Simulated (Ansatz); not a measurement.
## A run on CdSe with an Se vacancy

```yaml
crystal:
  lattice:
    - [8.6, 0.0, 0.0]
    - [-4.3, 7.4478184726, 0.0]
    - [0.0, 0.0, 14.04]
  atoms:
    - { symbol: Cd, position: [0.1666666666, 0.3333333334, 0.0] }
    - { symbol: Cd, position: [0.1666666666, 0.3333333334, 0.5] }
    - { symbol: Cd, position: [0.1666666666, 0.8333333334, 0.0] }
    - { symbol: Cd, position: [0.1666666666, 0.8333333334, 0.5] }
    - { symbol: Cd, position: [0.6666666666, 0.3333333334, 0.0] }
    - { symbol: Cd, position: [0.6666666666, 0.3333333334, 0.5] }
    - { symbol: Cd, position: [0.6666666666, 0.8333333334, 0.0] }
    - { symbol: Cd, position: [0.6666666666, 0.8333333334, 0.5] }
    - { symbol: Cd, position: [0.3333333334, 0.1666666666, 0.25] }
    - { symbol: Cd, position: [0.3333333334, 0.1666666666, 0.75] }
    - { symbol: Cd, position: [0.3333333334, 0.6666666666, 0.25] }
    - { symbol: Cd, position: [0.3333333334, 0.6666666666, 0.75] }
    - { symbol: Cd, position: [0.8333333334, 0.1666666666, 0.25] }
    - { symbol: Cd, position: [0.8333333334, 0.1666666666, 0.75] }
    - { symbol: Cd, position: [0.8333333334, 0.6666666666, 0.25] }
    - { symbol: Cd, position: [0.8333333334, 0.6666666666, 0.75] }
    - { symbol: Se, position: [0.1666666666, 0.3333333334, 0.6925] }
    - { symbol: Se, position: [0.1666666666, 0.8333333334, 0.1925] }
    - { symbol: Se, position: [0.1666666666, 0.8333333334, 0.6925] }
    - { symbol: Se, position: [0.6666666666, 0.3333333334, 0.1925] }
    - { symbol: Se, position: [0.6666666666, 0.3333333334, 0.6925] }
    - { symbol: Se, position: [0.6666666666, 0.8333333334, 0.1925] }
    - { symbol: Se, position: [0.6666666666, 0.8333333334, 0.6925] }
    - { symbol: Se, position: [0.3333333334, 0.1666666666, 0.4425] }
    - { symbol: Se, position: [0.3333333334, 0.1666666666, 0.9425] }
    - { symbol: Se, position: [0.3333333334, 0.6666666666, 0.4425] }
    - { symbol: Se, position: [0.3333333334, 0.6666666666, 0.9425] }
    - { symbol: Se, position: [0.8333333334, 0.1666666666, 0.4425] }
    - { symbol: Se, position: [0.8333333334, 0.1666666666, 0.9425] }
    - { symbol: Se, position: [0.8333333334, 0.6666666666, 0.4425] }
    - { symbol: Se, position: [0.8333333334, 0.6666666666, 0.9425] }
total_charge: 2
kpoints:
  mp_grid: { grid: [3, 3, 2] }
scf:
  occupations: { method: fermi_dirac, width: 0.01 }
  max_iter: 3
hamiltonian:
  xc: pbe
  pseudopotentials: { kind: paw }
output:
  forces: true
  stress: true
  populations: true
  efg: { contact_densities: true }
```

```sh
ansatz run input.yaml --threads 4 --pin off --max-ram 8192MiB --backend cpu --events-out ev --progress --plain --runs-dir out
```

Question: Does this calculation finish, and if not, why?

Answer: No converged result was reached. The input holds a cap of too few SCF iterations. The program says:

```
Error: did not converge after 3 iterations: dr2 = 5.89e-2 (threshold 1.00e-7), under the density mixer `msr1`, which `scf.mixing.algorithm: auto` chose by the deck's other keys (type `scf.mixing.algorithm: msr1` to keep it); raise `scf.max_iter`, which need not help a stalled SCF, or adjust the mixing (`scf.mixing`) or, under a smearing, its width (`scf.occupations.width`, in either direction: another width is another result) …
```

```
SCF iter   1: F=—  HF=-214140.802658 eV  |F-HF|=—  |Δ(HF+E_count)|=         —  Δρ=1.75e-2  dr2=4.53e0  ethr=1.77e-3  ⟨swp⟩=6.5  Hψ=18460  notcnv=0
preconditioner: auto → LDOS  [insulator: Δε(μ)=0.040 eV  Ē_g=12.031 eV  σ=0.010 eV  W_gap=0.75  n_scr=244 (ndim 8)  ℏωp=20.7 eV  f_vac=0.209  D(μ)=3.41/eV (n_scr^D=2)  ε∞_Penn≈4.0  β→1.0]
SCF iter   2: F=—  HF=-214140.648247 eV  |F-HF|=—  |Δ(HF+E_count)|=   1.54e-1  Δρ=2.23e-2  dr2=3.51e0  ethr=8.11e-4  ⟨swp⟩=7.5  Hψ=14073  notcnv=0
SCF iter   3: F=—  HF=-214139.404968 eV  |F-HF|=—  |Δ(HF+E_count)|=    1.24e0  Δρ=1.86e-3  dr2=5.89e-2  ethr=6.30e-4  ⟨swp⟩=6.3  Hψ=13193  notcnv=0
```

Against a sound input the change was `scf.max_iter`: not typed → 3.

With the sound settings the run converges and gives V_zz (10²¹ V/m²) Cd1 21.0 (η 0.00), Cd2 2.26 (η 0.00), Cd3 4.04 (η 0.18), Cd4 2.23 (η 0.51), Cd9 18.66 (η 0.09), Cd10 4.59 (η 0.04), among others; a site carries the number of its first atom in the input. The run isn't spin-polarised, and a state with spin may lie lower. The defect repeats with the cell of 31 atoms, so it feels its images: sites between two images don't show the values beside a lone defect, and zeros or small values of η there can come from the images' arrangement. Cd and Se carry a gradient in the pure host already, so the values there aren't the defect's effect alone. A uniform background compensates the cell's charge. The defect cell has no gap above 0.1 eV on its mesh, so the values can hang on the smearing and the k-mesh. Without spin–orbit coupling (the program notes it for Cd) the gradients can shift somewhat, as the gap is small. The neighbours have not yet relaxed around the defect (largest force 0.90 eV/Å), so a real crystal will differ.
